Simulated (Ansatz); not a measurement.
Relaxed-ion elastic tensor of Rb2LiInCl6 in space group Fm-3m (No. 225; Rb on 8c, Li on 4b, In on 4a, Cl on 24e) in GPa (Voigt order), DFT-PBEsol in the program Ansatz with PAW potentials; density 3.27 g/cm³, 25.69 Å³ per atom.

```
40.6  16.6  16.6   0.0   0.0   0.0
16.6  40.6  16.6   0.0   0.0   0.0
16.6  16.6  40.6   0.0   0.0   0.0
 0.0   0.0   0.0  14.2   0.0   0.0
 0.0   0.0   0.0   0.0  14.2   0.0
 0.0   0.0   0.0   0.0   0.0  14.2
```

Task: Is the crystal mechanically stable?

Result: Yes: the smallest eigenvalue of C is 14.2 GPa.

Task: Work out the Voigt, Reuss and Hill averages.

Result: K_V = 24.6, K_R = 24.6, K_H = 24.6; G_V = 13.4, G_R = 13.3, G_H = 13.3 GPa.

Task: Give Young's modulus, Poisson's ratio, Pugh's ratio and the universal anisotropy index.

Result: E = 9KG/(3K + G) = 33.8 GPa; ν = 0.27; K/G = 1.85 (near the Pugh limit of 1.75, no verdict); A_U = 5G_V/G_R + K_V/K_R − 6 = 0.04.

Task: Estimate the sound speeds and the Debye temperature.

Result: v_l = √((K + 4G/3)/ρ) = 3600 m/s, v_t = √(G/ρ) = 2020 m/s, mean 2250 m/s; Θ = (h/k)(3n/4πV)^(1/3) v_m = 227 K.

Task: Give the Zener ratio and Young's modulus along [100], [110] and [111].

Result: A = 2C44/(C11 − C12) = 1.19; 1/E = S11 − 2(S11 − S12 − S44/2)Γ with Γ = 0, 1/4, 1/3 gives 31.0, 34.5, 35.8 GPa.

Task: Solve the Christoffel equation for the three sound speeds along [100], [110], [111].

Result: Eigenvalues of C_ijkl n_j n_l equal ρv². In km/s, slowest first: [100] 2.09, 2.09, 3.53; [110] 1.92, 2.09, 3.62; [111] 1.98, 1.98, 3.65.

The first step of the workflow began from a Materials Project structure, measured or hypothetical; the Crystallography Open Database copy checked does not list it. Whether it is the stable phase at ambient conditions was not checked. The cell was relaxed with PBEsol under the symmetry of its start; its stability against distortions is not shown here.

Potentials: the later of the program's two PAW sets.
